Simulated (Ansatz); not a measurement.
Cu Kα1 powder pattern (kinematic, no thermal factors).
```tsv
2θ (°)	relative intensity
11.46	2
28.36	10
30.68	65
34.87	2
36.86	100
45.54	21
47.09	14
50.22	38
55.89	2
58.68	1
60.01	9
62.59	2
63.90	20
67.59	9
70.11	6
71.30	24
80.69	8
80.81	1
81.97	8
85.42	18
88.80	4
```

The pattern is computed from a structure relaxed with Ansatz 0.2.0, DFT PBE, scalar-relativistic, plane waves, PAW. No spin polarisation. Its elements are Se, Te, Zr.

**Question.** Give the structure.

**Answer.** Zr2TeSe.
Space group P-6m2 (No. 187). a = 3.630 Å, b = 3.630 Å, c = 7.712 Å, α = 90.00°, β = 90.00°, γ = 120.00°
| atom | site | symmetry | x | y | z |
| --- | --- | --- | --- | --- | --- |
| Zr | 2i | 3m. | 0.6667 | 0.3333 | 0.2343 |
| Te | 1b | -6m2 | 0.0000 | 0.0000 | 0.5000 |
| Se | 1c | -6m2 | 0.3333 | 0.6667 | 0.0000 |

A pattern alone doesn't exclude other cells with like lines; this is the one computed.

The cell was found from a structure generator's guess, not taken from experiment.
